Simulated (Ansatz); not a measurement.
Input file for Ansatz (a quantum-chemistry and plane-wave program):

Ansatz 0.2 input:
```yaml
crystal:
  lattice:
    - [0.0, 3.0208971431, 3.0208971431]
    - [3.0208971431, 0.0, 3.0208971431]
    - [3.0208971431, 3.0208971431, 0.0]
  atoms:
    - { symbol: Ba, position: [0.0, 0.0, 0.0] }
    - { symbol: N, position: [0.75, 0.75, 0.75] }
kpoints:
  mp_grid: { grid: [21, 21, 21] }
hamiltonian:
  xc: r2scan
  pseudopotentials: { azcp: { folder: ./paw }, kind: paw }
scf:
  occupations: { method: fermi_dirac, width: 0.1 }
elastic: { mode: relaxed_ion, stencil: two_point, amplitude: 0.005, f_tol: 0.0005 }
```

Output (shortened):

```
Pseudopotential: Ba, paw, valence charge 10
Pseudopotential: N, paw, valence charge 5
Functional definition: r2SCAN
Crystal: 2 atoms, lattice volume = 55.136 Å³
Basis set: ecut = 500 eV, 1411 PW (Γ), exchange–correlation on 128×128×128 points (64 copies of the dense FFT grid, shifted against one another)
Bands: 12, of which v1, the nominal top of the filled ones, is band 8 counted from 1 (7 counted from 0)
Symmetry: 24 space group operations
Space group: F-43m (ITA 216), of the structure as read, at distance tolerance 3.8e-5 Å
k-points: 286 of 9261 (time reversal used)
SCF 1 converged in 12 iterations: F = -6349.166424 eV  dr2 = 1.36e-14
Crystal: 2 atoms, lattice volume = 55.136 Å³
SCF 2 converged in 2 iterations: F = -6349.166424 eV  dr2 = 1.83e-15
Crystal: 2 atoms, lattice volume = 54.861 Å³
Symmetry: 8 space group operations
k-points: 726 of 9261 (time reversal used)
SCF 3 converged in 9 iterations: F = -6349.165963 eV  dr2 = 5.49e-14
Crystal: 2 atoms, lattice volume = 55.412 Å³
SCF 4 converged in 7 iterations: F = -6349.166520 eV  dr2 = 2.90e-14
Crystal: 2 atoms, lattice volume = 55.136 Å³
Symmetry: 4 space group operations
k-points: 1331 of 9261 (time reversal used)
SCF 5 converged in 11 iterations: F = -6349.166320 eV  dr2 = 5.41e-15
relax step   1: F+E_penalty+E_count = -6349.16632048 eV  Δ(F+E_penalty+E_count) = +0.000e0 eV  max|allowed force component| = 1.709e-2 eV/Å  Δτ_max = 0.0000 Å  (11 SCF iters, accepted)
Crystal: 2 atoms, lattice volume = 55.136 Å³
SCF 6 converged in 8 iterations: F = -6349.166376 eV  dr2 = 3.96e-14
relax step   2: F+E_penalty+E_count = -6349.16637631 eV  Δ(F+E_penalty+E_count) = -5.582e-5 eV  max|allowed force component| = 4.498e-3 eV/Å  Δτ_max = 0.0044 Å  (8 SCF iters, accepted)
Crystal: 2 atoms, lattice volume = 55.136 Å³
SCF 7 converged in 8 iterations: F = -6349.166380 eV  dr2 = 2.73e-14
relax step   3: F+E_penalty+E_count = -6349.16638046 eV  Δ(F+E_penalty+E_count) = -4.155e-6 eV  max|allowed force component| = 1.304e-6 eV/Å  Δτ_max = 0.0009 Å  (8 SCF iters, accepted)
Crystal: 2 atoms, lattice volume = 55.136 Å³
SCF 8 converged in 2 iterations: F = -6349.166380 eV  dr2 = 8.24e-15
Crystal: 2 atoms, lattice volume = 55.136 Å³
SCF 9 converged in 11 iterations: F = -6349.166320 eV  dr2 = 5.17e-15
relax step   1: F+E_penalty+E_count = -6349.16632048 eV  Δ(F+E_penalty+E_count) = +0.000e0 eV  max|allowed force component| = 1.709e-2 eV/Å  Δτ_max = 0.0000 Å  (11 SCF iters, accepted)
Crystal: 2 atoms, lattice volume = 55.136 Å³
SCF 10 converged in 8 iterations: F = -6349.166380 eV  dr2 = 2.94e-14
relax step   2: F+E_penalty+E_count = -6349.16638046 eV  Δ(F+E_penalty+E_count) = -5.998e-5 eV  max|allowed force component| = 6.228e-6 eV/Å  Δτ_max = 0.0035 Å  (8 SCF iters, accepted)
Crystal: 2 atoms, lattice volume = 55.136 Å³
SCF 11 converged in 2 iterations: F = -6349.166380 eV  dr2 = 8.31e-15
SCF converged after 2 iterations
Free energy (F): -6349.166424 eV
Harris-Foulkes:  -6349.166424 eV  (|F-HF|=9.09e-13)
Internal energy: -6349.053860 eV  (E = F + TS)
E sigma→0 (E₀):  -6349.110142 eV
Entropy (-TS):   -0.112564 eV (-56.282 meV/atom)
Fermi energy:    5.872862 eV
--- Per-component energies (eV) ---
  E_band       = -60.443732
  E_kinetic    = 284.336146
  E_local      = -574.721070  (includes V_loc(G=0)·N_el)
  E_nonlocal   = 128.305356
  E_hartree    = 186.213343
  E_xc         = -241.008724
  E_vxc        = -220.815701  (∫ρ·V_xc dr)
  E_paw        = -5353.700383  (= ΣΔE_a)
  E_vpaw       = -62.140330  (= ΣTr[D̂ρ^β])
  E_aug_tail   = 0.000002  (compensation charges beyond the density's cutoff)
  E_vtau       = 12.165179  (kinetic-family band-sum trace: ∫τ·v_τ [+ j·A + Jᵃ·Aᵃ] dr)
  E_ewald      = -778.519383
  E_core_change = 0.040854  (= ΣΔE_core)
  E_smearing   = -0.112564  (= −TS)
  E_closure    = 0.000000  (closes the sum)
  Σ components = -6349.166424   (vs F -6349.166424, Δ=0.00e0)
--- Forces (eV/Å), atoms counted from 1 ---
  atom   1  Ba     0.00000000     0.00000000     0.00000000
  atom   2  N      0.00000000     0.00000000     0.00000000
  max |Σ_I F_I| component: 2.41e-16 eV/Å
--- Stress (GPa, compression-positive) ---
        0.162250       0.000000       0.000000
        0.000000       0.162250       0.000000
        0.000000       0.000000       0.162250
  P = ⅓ Tr σ = 0.1623 GPa (1.623 kbar)
--- Band table (eV; the first three rows and the last of 286) ---
  k-point 0: bands = ["-20.7262", "-6.2134", "-5.2694", "-5.2694", "-5.2694", "4.8422", "4.8422", "4.8422", "8.3532", "12.4979", "12.4979", "13.5215"]
  k-point 1: bands = ["-20.7236", "-6.2956", "-5.2729", "-5.2729", "-5.1977", "4.8386", "4.8540", "4.8540", "8.4258", "12.4093", "12.4093", "13.4689"]
  k-point 2: bands = ["-20.7161", "-6.4885", "-5.2830", "-5.2830", "-5.0358", "4.8358", "4.8878", "4.8878", "8.6302", "12.2275", "12.2275", "13.3313"]
  k-point 285: bands = ["-20.5682", "-7.9885", "-5.8697", "-5.6711", "-3.5571", "5.2861", "5.4459", "6.1207", "9.7261", "10.5404", "13.0292", "14.0275"]
--- Elastic constants: 2 strain directions × 2 members + reference (group order 24) ---
  dense FFT box of the reference and of every strained cell: 32×32×32
  strains applied: 11, 23; error gains: componentwise 1.00 (the most a stress slope's error grows in a printed constant), spectral 1.73 (1 for all six strains …
  C = ∂σ_k/∂η_j (tension-positive GPa; Voigt order 11 22 33 23 13 12):
        42.207     39.985     39.985      0.000      0.000      0.000
        39.985     42.207     39.985      0.000      0.000      0.000
        39.985     39.985     42.207      0.000      0.000      0.000
         0.000      0.000      0.000      9.817      0.000      0.000
         0.000      0.000      0.000      0.000      9.817      0.000
         0.000      0.000      0.000      0.000      0.000      9.817
  reference stress σ⁰ (GPa):     -0.162     -0.162     -0.162      0.000      0.000      0.000
  moduli (Voigt/Reuss/Hill, GPa): K = 40.73/40.73/40.73   G = 6.33/2.37/4.35   E = 12.61   ν = 0.448
  mechanically stable: yes (min eigenvalue of sym C = 2.22 GPa)
  strain η (Voigt 11):  stress-route row diagonal C_11 = 42.21 GPa, energy-path curvature d²(F+E_count+ΔE)/dδ²/Ω₀ = 42.20 GPa
         δ    σ_11 (GPa)             F (eV)   n_scf  n_hpsi   n_pw
    -5.000e-3      -0.3734       -6349.1659626       9  196829   1411   relax 0 steps, max|allowed force component| 1.53e-16 eV/Å
     5.000e-3       0.0487       -6349.1665203       7  172101   1426   relax 0 steps, max|allowed force component| 1.32e-16 eV/Å
  strain η (Voigt 23):  stress-route row diagonal C_44 = 9.82 GPa, energy-path curvature d²(F+E_count+ΔE)/dδ²/Ω₀ = 9.89 GPa
         δ    σ_23 (GPa)             F (eV)   n_scf  n_hpsi   n_pw
    -5.000e-3      -0.0491       -6349.1663805       2  203516   1415   relax 3 steps, max|allowed force component| 1.30e-6 eV/Å
     5.000e-3       0.0491       -6349.1663805       2  203346   1415   relax 2 steps, max|allowed force component| 6.23e-6 eV/Å
```

Cost: very roughly 23 core-minutes on shared cores.

The start of the workflow was typed in or built on a structure type; neither database checked (COD, Materials Project) lists it. Its standing as an ambient phase is unchecked. The r²SCAN relaxation kept the symmetry of its start; whether a distortion lowers the energy is not shown. Its formation energy is positive at this level, so the cell may be metastable or incomplete. As this level gives no gap, shear constants depend on the k-mesh and smearing (Fermi–Dirac, 0.1 eV here). Scalar-relativistic: spin–orbit coupling is off unless named, which matters more the heavier the elements.

Potentials: the earlier of the program's two PAW sets. The files were generated under PBE; for other functionals the program regenerates the frozen cores, and for LDA and PBEsol the local potential too.

Ansatz is a plane-wave DFT program.
